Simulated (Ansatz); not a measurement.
NaCl3:
```xyz
8
Lattice="5.4608 0.0000 0.0000 0.0000 5.4608 0.0000 0.0000 0.0000 5.4608" Properties=species:S:1:pos:R:3 pbc="T T T"
Na     2.7304     2.7304     2.7304
Na     0.0000     0.0000     0.0000
Cl     2.7304     0.0000     4.0956
Cl     2.7304     0.0000     1.3652
Cl     4.0956     2.7304     0.0000
Cl     1.3652     2.7304     0.0000
Cl     0.0000     4.0956     2.7304
Cl     0.0000     1.3652     2.7304
```

Relaxed with r²SCAN.

Task: Map the valence electron density (e/Å³), cut off at 1 on the plane through (0.500, 0.500, 0.500) spanned by u = [1, 0, 0] and v = [0, 1, 0] in lattice vectors, from DFT-r²SCAN in the program Ansatz with PAW potentials.

Result: x is the fraction of u, y of v (the angle between them is 90°; rows are the nearest grid lines); atoms in the plane: Na at (0.00, 0.00), Cl at (0.50, 0.25), Cl at (0.50, 0.75).
```
y \ x   0.000  0.0741  0.185  0.259  0.370  0.444  0.556  0.630  0.741  0.815  0.926   1.00
------  -----  ------  -----  -----  -----  -----  -----  -----  -----  -----  -----  -----
1.00     1.00    1.00  0.083  0.042  0.126  0.215  0.215  0.126  0.042  0.083   1.00   1.00
0.926    1.00    1.00  0.057  0.060  0.255  0.482  0.482  0.255  0.060  0.057   1.00   1.00
0.852   0.301   0.164  0.041  0.115  0.761   1.00   1.00  0.761  0.115  0.041  0.164  0.301
0.778   0.039   0.032  0.045  0.168   1.00   1.00   1.00   1.00  0.168  0.045  0.032  0.039
0.704   0.059   0.051  0.049  0.153   1.00   1.00   1.00   1.00  0.153  0.049  0.051  0.059
0.630   0.126   0.102  0.054  0.093  0.566   1.00   1.00  0.566  0.093  0.054  0.102  0.126
0.556   0.215   0.167  0.062  0.053  0.182  0.350  0.350  0.182  0.053  0.062  0.167  0.215
0.444   0.215   0.167  0.062  0.053  0.182  0.350  0.350  0.182  0.053  0.062  0.167  0.215
0.370   0.126   0.102  0.054  0.093  0.566   1.00   1.00  0.566  0.093  0.054  0.102  0.126
0.296   0.059   0.051  0.049  0.153   1.00   1.00   1.00   1.00  0.153  0.049  0.051  0.059
0.222   0.039   0.032  0.045  0.168   1.00   1.00   1.00   1.00  0.168  0.045  0.032  0.039
0.148   0.301   0.164  0.041  0.115  0.761   1.00   1.00  0.761  0.115  0.041  0.164  0.301
0.0741   1.00    1.00  0.057  0.060  0.255  0.482  0.482  0.255  0.060  0.057   1.00   1.00
0.000    1.00    1.00  0.083  0.042  0.126  0.215  0.215  0.126  0.042  0.083   1.00   1.00
```

The density is the valence pseudo-density with augmentation charge, so density and ELF within about 1 Å of a nucleus are not all-electron values.

Space group Pm-3n (A15 (Cr3Si type)). The workflow started from a Materials Project entry (that database holds measured and hypothetical structures alike); the Crystallography Open Database copy checked does not list it. Whether it is the stable phase at ambient conditions was not checked. The r²SCAN relaxation kept the symmetry of its start. At this level the phase is dynamically unstable (imaginary phonons).

Potentials: the earlier of the program's two PAW sets.
